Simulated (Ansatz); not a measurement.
MgCu₂:
```cif
data_Cu4Mg2
_chemical_formula_sum 'Mg2 Cu4'
_space_group_name_H-M_alt 'P 1'
_space_group_IT_number 1
_cell_length_a 4.92071
_cell_length_b 4.92071
_cell_length_c 4.92071
_cell_angle_alpha 60.000
_cell_angle_beta 60.000
_cell_angle_gamma 60.000
loop_
_space_group_symop_operation_xyz
  'x, y, z'
loop_
_atom_site_label
_atom_site_type_symbol
_atom_site_fract_x
_atom_site_fract_y
_atom_site_fract_z
_atom_site_occupancy
Mg1 Mg 0.50000 0.50000 0.50000 1
Mg2 Mg 0.75000 0.75000 0.75000 1
Cu1 Cu 0.12500 0.62500 0.12500 1
Cu2 Cu 0.12500 0.12500 0.12500 1
Cu3 Cu 0.62500 0.12500 0.12500 1
Cu4 Cu 0.12500 0.12500 0.62500 1
```

This is the r²SCAN-relaxed structure.

**Question.** All from r²SCAN (plane waves, PAW; program Ansatz), unless another level is named. Predict the density of states at the Fermi level.

**Answer.** 0.41 states/eV per atom (mean over ±0.08 eV).

**Question.** And the formation energy from the elements (no fitted shifts)?

**Answer.** -0.13 eV/atom.

Space group Fd-3m (cubic Laves (MgCu2 type)). The workflow started from a Materials Project entry (that database holds measured and hypothetical structures alike); the Crystallography Open Database files this formula in space group No. 227, but the cells were not matched. Whether it is the stable phase at ambient conditions was not checked. Symmetry was held in the r²SCAN relaxation; whether a distortion lowers the energy is not shown. The run is not spin-polarised. The references are the lowest solids computed at this level, not always the standard phases.

Potentials: the later of the program's two PAW sets.
